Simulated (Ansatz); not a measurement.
TiSe₂:
```cif
data_Se2Ti
_chemical_formula_sum 'Se2 Ti1'
_space_group_name_H-M_alt 'P-3m1'
_space_group_IT_number 164
_space_group_name_Hall '-P 3 2"'
_cell_length_a 3.43921
_cell_length_b 3.43921
_cell_length_c 5.80154
_cell_angle_alpha 90.000
_cell_angle_beta 90.000
_cell_angle_gamma 120.000
loop_
_atom_site_label
_atom_site_type_symbol
_atom_site_symmetry_multiplicity
_atom_site_Wyckoff_symbol
_atom_site_fract_x
_atom_site_fract_y
_atom_site_fract_z
_atom_site_occupancy
Se1 Se 2 d 0.33333 0.66667 0.26499 1
Ti1 Ti 1 a 0.00000 0.00000 0.00000 1
```

Relaxed with LDA.

Q: Tabulate the valence density and the electron localisation function along the shortest Se–Ti contact (2.51 Å), plane-wave PAW LDA (Ansatz code).

A: 

```tsv
distance from Se (Å)	density (e/Å³)	ELF
0.25	25.48	0.20
0.38	13.17	0.37
0.50	5.92	0.56
0.63	2.61	0.71
0.75	1.32	0.77
0.88	0.85	0.79
1.00	0.66	0.76
1.13	0.53	0.69
1.26	0.44	0.52
1.38	0.42	0.30
1.51	0.49	0.23
1.63	0.77	0.34
1.76	1.59	0.55
1.88	3.21	0.68
2.01	5.46	0.66
2.13	7.71	0.48
2.26	9.29	0.18
```

The density is the valence pseudo-density with augmentation charge, so density and ELF within about 1 Å of a nucleus are not all-electron values.

Symmetry was held in the LDA relaxation. The run is not spin-polarised. A crystal of weakly bound layers computed without a dispersion correction: the cell and the soft elastic constants depend strongly on that.

Potentials: the later of the program's two PAW sets.
